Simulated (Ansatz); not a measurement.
Relaxed-ion elastic tensor of GaAs (NiAs type, space group No. 194) in GPa (Voigt order), DFT-r²SCAN in the program Ansatz with PAW potentials; density 6.28 g/cm³, 19.11 Å³ per atom.

```
 107  62.7  61.4   0.0   0.0   0.0
62.7   107  61.4   0.0   0.0   0.0
61.4  61.4   132   0.0   0.0   0.0
 0.0   0.0   0.0  20.7   0.0   0.0
 0.0   0.0   0.0   0.0  20.7   0.0
 0.0   0.0   0.0   0.0   0.0  21.9
```

Is the crystal mechanically stable?

Yes: the smallest eigenvalue of C is 20.7 GPa.

Work out the Voigt, Reuss and Hill averages.

K_V = 79.5, K_R = 78.9, K_H = 79.2; G_V = 23.3, G_R = 22.7, G_H = 23.0 GPa.

Give Young's modulus, Poisson's ratio, Pugh's ratio and the universal anisotropy index.

E = 9KG/(3K + G) = 62.9 GPa; ν = 0.37; K/G = 3.44 (ductile by the Pugh limit of 1.75); A_U = 5G_V/G_R + K_V/K_R − 6 = 0.14.

Estimate the sound speeds and the Debye temperature.

v_l = √((K + 4G/3)/ρ) = 4180 m/s, v_t = √(G/ρ) = 1910 m/s, mean 2160 m/s; Θ = (h/k)(3n/4πV)^(1/3) v_m = 240 K.

Solve the Christoffel equation for the three sound speeds along x, y, z.

Eigenvalues of C_ijkl n_j n_l equal ρv². In km/s, slowest first: x 1.82, 1.87, 4.12; y 1.82, 1.87, 4.12; z 1.82, 1.82, 4.58.

How much does each axis shrink under pressure?

Linear compressibilities β_i = Σ_j S_ij (j = 1 to 3): x 4.8, y 4.8, z 3.2 per TPa.

Space group P6_3/mmc (NiAs type). The start of the workflow was typed in or built on a structure type; neither database checked (COD, Materials Project) lists it. It is not the phase usual at ambient conditions (space group No. 216). The r²SCAN relaxation kept the symmetry of its start; whether a distortion lowers the energy is not shown. As this level gives no gap, shear constants depend on the k-mesh and smearing (Fermi–Dirac, 0.1 eV here).

Potentials: the later of the program's two PAW sets.
